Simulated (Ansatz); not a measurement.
## Notes on a calculation: SrCo₃ in the AuCu3-type structure

Level of theory: DFT, PBEsol, scalar-relativistic, collinear spin; plane waves to 420 eV with PAW datasets (Ansatz 0.2.0), 8×8×8 k-mesh, Gaussian smearing of 0.05 eV; PAW files: Ansatz's generated set soft_2.

The start was a prototype's sites filled with these elements, not a measured cell.

The start:

```
CELL_PARAMETERS angstrom
4.20739 0.00000 0.00000
0.00000 4.20739 0.00000
0.00000 0.00000 4.20739
ATOMIC_POSITIONS crystal
Sr 0.00000 0.00000 0.00000
Co 0.00000 0.50000 0.50000
Co 0.50000 0.50000 0.00000
Co 0.50000 0.00000 0.50000
```

Starting moments (μB, in the order of the atoms): 0.0, 1.5, 1.5, 1.5.

The first steps of the search for zero pressure:

```tsv
run	level	k-mesh	kind	V (Å³/atom)	P (GPa)	gap on the mesh (eV)	largest moment (μB)
1	PBEsol	8×8×8	fixed cell	18.62	-12.4	metal	1.60
2	PBEsol	8×8×8	fixed cell	17.08	-9.3	metal	1.53
```

(1) At which volume does PBEsol reach zero pressure?

Answer:

(1) 14.95 Å³/atom, about 19.7 % under the start.

The steps that followed:

```tsv
run	level	k-mesh	kind	V (Å³/atom)	P (GPa)	E − E(final) (meV/atom)	gap on the mesh (eV)	largest moment (μB)
3	PBEsol	8×8×8	fixed cell	15.37	-2.4	3.5	metal	1.49
4	PBEsol	8×8×8	fixed cell	14.95	0.0	0.0	metal	1.47
```

The final structure (symmetry read at 0.01 Å). It takes space group Pm-3m (No. 221, cubic). Conventional cell: a = 3.910 Å, b = 3.910 Å, c = 3.910 Å, α = 90.00°, β = 90.00°, γ = 90.00°. Around Sr (site symmetry m-3m) lie 12 Co at 2.76 Å. Co (site symmetry 4/mmm) has 4 Sr at 2.76 Å and 8 Co at 2.76 Å as nearest neighbours. (Shells end 15 % past the nearest neighbour.)

```
atom  site  symmetry       x       y       z
  Sr    1a      m-3m  0.0000  0.0000  0.0000
  Co    3c    4/mm.m  0.0000  0.5000  0.5000
```

At the final geometry the gap, band path included, is zero (metallic) and the site spin moments are Sr -0.09; Co 1.47 μB. The equation of state gives B0 = 92 GPa. Against the elements' standard states, run alike and uncorrected, the formation energy is 0.93 eV/atom, so this structure is unstable against them at this level. The runs in the table took roughly 2.3 core-minutes.

The run wasn't fully tested for a lower electronic state. Site moments are of spin, integrated over atomic spheres. Only parallel moments were tried, so the real magnetic order may be another.
